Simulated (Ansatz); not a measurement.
PbF2:
```
PbF2
1.0
    0.00000     2.96076     2.96076
    2.96076     0.00000     2.96076
    2.96076     2.96076     0.00000
Pb F
1 2
Direct
  0.00000   0.00000   0.00000
  0.25000   0.25000   0.25000
  0.75000   0.75000   0.75000
```

Cartesian axes are those of the cell as given.

Task: Give the high-frequency dielectric tensor and the Born effective charge tensors of the independent atoms from DFPT, plane-wave PAW r²SCAN (Ansatz code).

Result: 
ε∞:
```
3.18  0.00  0.00
0.00  3.18  0.00
0.00  0.00  3.18
```
Z* of atom 1 (Pb), rows: field, columns: displacement, in e:
```
3.22  0.00  0.00
0.00  3.22  0.00
0.00  0.00  3.22
```
Z* of atom 2 (F), rows: field, columns: displacement, in e:
```
-1.61   0.00   0.00
 0.00  -1.61   0.00
 0.00   0.00  -1.61
```

Static charges for comparison (Bader): Pb1 +1.62, F2 -0.81 e. Born charges measure polarisation by displacement and can exceed these by far.

Space group Fm-3m (fluorite). The r²SCAN relaxation kept the symmetry of its start; phonons on a q-mesh show no instability. Scalar-relativistic: spin–orbit coupling is off unless named, which matters more the heavier the elements.

Potentials: the later of the program's two PAW sets.
